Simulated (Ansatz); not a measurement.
CrO2 (rutile), relaxed with HSE06 (Ansatz, a first-principles code, plane waves, PAW): a = b = 4.368 Å, c = 2.923 Å, α = β = γ = 90.00°.

```
Property                                                                       Result
---------------------------  --------------------------------------------------------
spin order and moments (μB)  ferromagnetic; net 0.67 per atom; largest site about 2.2
```

### Question
The same phase is relaxed and computed with PBEsol in the same code. What are the cell and these values now?

### Answer
a = 4.3920 Å, b = 4.3920 Å, c = 2.8884 Å, α = 90.00°, β = 90.00°, γ = 90.00°.

spin order and moments (μB): ferromagnetic; net 0.67 per atom; largest site about 2.1

Spin orders computed, not proven ground states: CrO2, rutile with HSE06 ferromagnetic; CrO2, rutile with PBEsol ferromagnetic. All cells were relaxed under the symmetry of their starts (and spin orders); stability against distortions was not tested throughout. No Hubbard U is applied.

Potentials: the later of the program's two PAW sets.

Ansatz is a plane-wave DFT program.
